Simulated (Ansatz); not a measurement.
## Stationary points along a deformation path in Mg

All numbers below come from DFT PBEsol, scalar-relativistic, plane waves, PAW (Ansatz). The runs took a 420 eV cutoff, a Γ-centred 26×26×26 mesh and Gaussian smearing (0.15 eV). No spin polarisation. Energies are free energies at this smearing, counted from the undisturbed cell; pressure is positive in compression.

The starting cell (relaxed at this level; this bcc form isn't the usual structure):

```
Mg
1.0
    -1.77835    1.77835    1.77835
     1.77835   -1.77835    1.77835
     1.77835    1.77835   -1.77835
Mg
1
Direct
  0.00000 0.00000 0.00000
```

At fixed volume and fractional coordinates, lengths along (0.000, 0.000, 1.000) are scaled against those across it; ρ is that ratio over its starting value. V = 22.496 Å³/atom. Δσ is the stress along the axis less the mean stress across it (compression positive).

| ρ | ΔE (meV/atom) | Δσ (GPa) | space group |
| --- | --- | --- | --- |
| 0.707 | 118.0 | 13.44 | I4/mmm |
| 0.780 | 33.5 | 5.52 | I4/mmm |
| 0.850 | 6.7 | 1.68 | I4/mmm |
| 1.000 | 0.0 | 0.00 | Im-3m |
| 1.200 | -7.2 | 0.77 | I4/mmm |
| 1.300 | -12.7 | 0.53 | I4/mmm |
| 1.414 | -14.6 | 0.00 | Fm-3m |

Q: How does the stress give the slope of the energy, and where is the energy stationary?

A: Along the path d ln(length) is 2/3 d ln ρ on the axis and −1/3 d ln ρ across it, so dE/d ln ρ = −(2/3) V Δσ: the energy falls with ρ where Δσ is positive. Δσ vanishes or changes sign at ρ = 1.000 (Im-3m), a stationary point at 0.0 meV/atom; at ρ = 1.414 (Fm-3m, an end of the scan), at -14.6 meV/atom. Pairs of stationary points between two samples would go unseen, and could change a minimum read from distant neighbours into a maximum. At ρ = 1.000, 1.414 the cell is cubic, where symmetry alone makes the stress isotropic and the slope zero.

Q: Is the start the lowest point of the path?

A: No: ρ = 1.414 lies 14.6 meV/atom lower, with no sampled rise above the start on the way. Volume and inner coordinates are held, so a relaxed structure there would lie lower still.

In a metal these slopes depend on the k mesh and the smearing.